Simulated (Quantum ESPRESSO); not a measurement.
# Computed records: Mg₂AlClO₃ (made-up cell, one site empty)

Computed with Quantum ESPRESSO 7.5. Calculation on a made-up crystal cell, not a measurement, run twice, once with a planted mistake found by running each candidate: periodic Kohn-Sham density functional theory in plane waves with PseudoDojo standard norm-conserving scalar-relativistic pseudopotentials, each functional with its own files (v0.5 for PBE, v0.4.1 for LDA and PBEsol), no spin polarisation, no spin-orbit coupling, atoms not relaxed, stress positive in tension, energies less a fixed whole-eV offset for each atom's element; levels are Kohn-Sham levels at fractions of this cell's reciprocal vectors, counted from the reference band (half the neutral cell's valence electrons, rounded up) at Gamma; error bars cover cutoff and k-mesh only, not smearing or the files; each bar is the largest change over components, and at least 0.002 eV, 0.002 eV per angstrom or 0.02 GPa; a charged cell sits in a uniform background, with energy and stress on this program's zero of potential; energies are for the whole cell, and the offsets were chosen from early runs and are not element reference energies; a distance is the largest change of any value in units of its error bar (the energy's for the smearing term), a scale change is of lengths, and a coarse mesh keeps the half-step shift.

Common to all runs: lattice type rocksalt; empty site 2; intended functional pbe; intended cutoff 1143 eV; intended fermi dirac smearing 0.025 eV; intended scf tolerance 1e-07 eV; intended electrons removed 0; healthy free energy less offsets 4.6 eV; healthy scf iterations 11; healthy smearing term minus ts 0 eV; healthy pressure 7.58 GPa; healthy stress xx -18.35 GPa; healthy stress yy -18.44 GPa; healthy stress zz 14.05 GPa; healthy stress yz 0.17 GPa; healthy stress xz 0.11 GPa; healthy stress xy -0.05 GPa; healthy reference band 24; faulty scf iterations 11; faulty reference band 24; candidate k points along each vector 1; candidate cutoff 573 eV; candidate smearing 0.88 eV; candidate functional pbesol; candidate scf tolerance 0.03 eV; candidate electrons removed 1; candidate scale change -1.16 percent; candidate first exchanged site 5; candidate second exchanged site 8; intended k mesh 4 x 4 x 4, shifted by half a step; structure shown as intended, without the mistake.

(1) Mg₂AlClO₃ (made-up cell, one site empty)

Intended structure:
```
Mg2AlClO3
1.0
      4.2557     0.0000     0.0000
      0.0000     4.2557     0.0000
      0.0000     0.0000     4.2557
Mg Al Mg O Cl
1 1 1 3 1
Direct
  -0.00750 0.00782 -0.00132
  0.50133 -0.00949 0.50119
  0.51040 0.49324 0.00035
  0.50189 -0.00007 0.00846
  0.49487 0.49616 0.50417
  1.00160 -0.01358 0.49113
  1.00160 0.49609 -0.01257
```

- faulty free energy less offsets: 34.36 eV
- faulty smearing term minus ts: 0 eV
- faulty pressure: -228.41 GPa
- faulty stress xx: 217.28 GPa
- faulty stress yy: 217.21 GPa
- faulty stress zz: 250.74 GPa
- faulty stress yz: 0.14 GPa
- faulty stress xz: 0.1 GPa
- faulty stress xy: -0.05 GPa
- fault kind: low cutoff
- other mistakes compared: 7
- distance from healthy: 14880 error bars
- distance from nearest other mistake: 9984 error bars
- healthy error bar energy: 0.002 eV
- healthy error bar stress: 0.03552 GPa
- healthy error bar force: 0.003431 eV/Å
- healthy error bar next band up: 0.002 eV

Atoms:
```tsv
atoms element	atom site	atom energy offset (eV)
Mg	1	-1617
Al	3	-64
Mg	4	-1617
O	5	-452
O	6	-452
O	7	-452
Cl	8	-449
```

Healthy forces:
```tsv
site	x (eV/Å)	y (eV/Å)	z (eV/Å)
1	0.352	-1.449	0.139
3	-0.174	-0.113	-0.273
4	-1.164	0.174	0.283
5	-0.075	-0.188	-0.22
6	0.222	0.044	-0.119
7	-0.139	0.275	0.335
8	0.978	1.257	-0.145
```

Healthy levels:
```tsv
level k point	next band up (eV)
Gamma	1.738
(1/2,1/2,1/2)	4.305
(0.15,0,0)	2.35
(0,0.15,0)	2.352
(0,0,0.15)	2.28
```

Faulty forces:
```tsv
site	x (eV/Å)	y (eV/Å)	z (eV/Å)
1	0.285	-1.477	0.208
3	-0.173	-0.109	-0.275
4	-1.2	0.12	0.252
5	0.021	-0.12	-0.187
6	0.189	0.044	-0.052
7	-0.127	0.246	0.196
8	1.005	1.297	-0.142
```

Faulty levels:
```tsv
level k point	next band up (eV)
Gamma	1.604
(1/2,1/2,1/2)	4.33
(0.15,0,0)	2.251
(0,0.15,0)	2.253
(0,0,0.15)	2.182
```

Candidate mistake: coarse kmesh, low cutoff, wide smearing, wrong functional, loose scf, wrong charge, cell scaled, atoms exchanged

(2) Mg₂AlClO₃ (made-up cell, one site empty)

Structure as in entry 1.

* faulty free energy less offsets: 4.17 eV
* faulty smearing term minus ts: -1.525 eV
* faulty pressure: 11.55 GPa
* faulty stress xx: -22.26 GPa
* faulty stress yy: -22.36 GPa
* faulty stress zz: 9.97 GPa
* faulty stress yz: 0.17 GPa
* faulty stress xz: 0.12 GPa
* faulty stress xy: -0.04 GPa
* fault kind: wide smearing
* other mistakes compared: 7
* distance from healthy: 762.4 error bars
* distance from nearest other mistake: 762.4 error bars
* healthy error bar energy: 0.002 eV
* healthy error bar stress: 0.03552 GPa
* healthy error bar force: 0.003431 eV/Å
* healthy error bar next band up: 0.002 eV

Atoms:
```tsv
atoms element	atom site	atom energy offset (eV)
Mg	1	-1617
Al	3	-64
Mg	4	-1617
O	5	-452
O	6	-452
O	7	-452
Cl	8	-449
```

Healthy forces:
```tsv
site	x (eV/Å)	y (eV/Å)	z (eV/Å)
1	0.352	-1.449	0.139
3	-0.174	-0.113	-0.273
4	-1.164	0.174	0.283
5	-0.075	-0.188	-0.22
6	0.222	0.044	-0.119
7	-0.139	0.275	0.335
8	0.978	1.257	-0.145
```

Healthy levels:
```tsv
level k point	next band up (eV)
Gamma	1.738
(1/2,1/2,1/2)	4.305
(0.15,0,0)	2.35
(0,0.15,0)	2.352
(0,0,0.15)	2.28
```

Faulty forces:
```tsv
site	x (eV/Å)	y (eV/Å)	z (eV/Å)
1	0.339	-1.453	0.118
3	-0.176	-0.107	-0.266
4	-1.166	0.17	0.271
5	-0.081	-0.181	-0.138
6	0.21	0.052	-0.137
7	-0.111	0.257	0.305
8	0.985	1.262	-0.152
```

Faulty levels:
```tsv
level k point	next band up (eV)
Gamma	2.03
(1/2,1/2,1/2)	4.555
(0.15,0,0)	2.621
(0,0.15,0)	2.622
(0,0,0.15)	2.57
```

Candidate mistake: coarse kmesh, low cutoff, wide smearing, wrong functional, loose scf, wrong charge, cell scaled, atoms exchanged
